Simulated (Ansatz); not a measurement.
# GdP (rocksalt structure)

The computed numbers are results of PBEsol, scalar-relativistic (collinear spin) in the plane-wave PAW code Ansatz at 420 eV, Γ-centred 10×10×10 mesh, 0.05 eV Gaussian smearing. The datasets are Ansatz's generated set soft_2.

```
Gd P
1.0
     0.00000    2.82677    2.82677
     2.82677    0.00000    2.82677
     2.82677    2.82677    0.00000
Gd P
1 1
Direct
  0.50000 0.50000 0.50000
  0.00000 0.00000 0.00000
```

The cell was built from a prototype; rock salt is the usual structure of such lanthanide and actinide compounds.

Magnetic state: ferromagnetic, site spin moments Gd 6.93; P -0.07 μB.

The cell above was scaled in volume, its shape and atoms being fixed by the lattice's symmetry. Energies are counted from the cell above.

Cell and atoms are those of this level's equilibrium.

```tsv
V (Å³/atom)	ΔE (meV/atom)	P (GPa)	largest moment (μB)
21.68	10.2	3.7	6.92
22.14	2.4	1.8	6.92
22.59	0.0	0.0	6.92
23.04	2.5	-1.7	6.93
23.49	9.3	-3.2	6.93
```

(1) What do the points give for the equilibrium volume, the bulk modulus and its pressure derivative (third-order Birch–Murnaghan)?

Answer:

(1) V0 = 22.58 Å³/atom, B0 = 86 GPa, B0′ = 3.6.

B0·V0 = 86.2 GPa × 22.58 Å³ = 12.15 eV/atom sets the scale: near the minimum ΔE ≈ ½ B0 V0 x², with x = V/V0 − 1, and a pressure of 0.9 GPa squeezes the volume by about 1 %. At the ends of the curve: x = −4.0 % predicts 9.5 meV/atom and the run gives 10.2; x = +4.0 % predicts 9.9 meV/atom and the run gives 9.3. The curve is steeper than the parabola on the compressed side and flatter on the expanded side: the bulk modulus rises with pressure.

Without a U the 4f levels of Gd lie too near the Fermi level, so their share of the states there, and what hangs on it, is overstated. Spin–orbit coupling, which matters for such heavy elements, is left out. Site moments are of spin, integrated over atomic spheres. No antiparallel order was tried. The run is a metal.
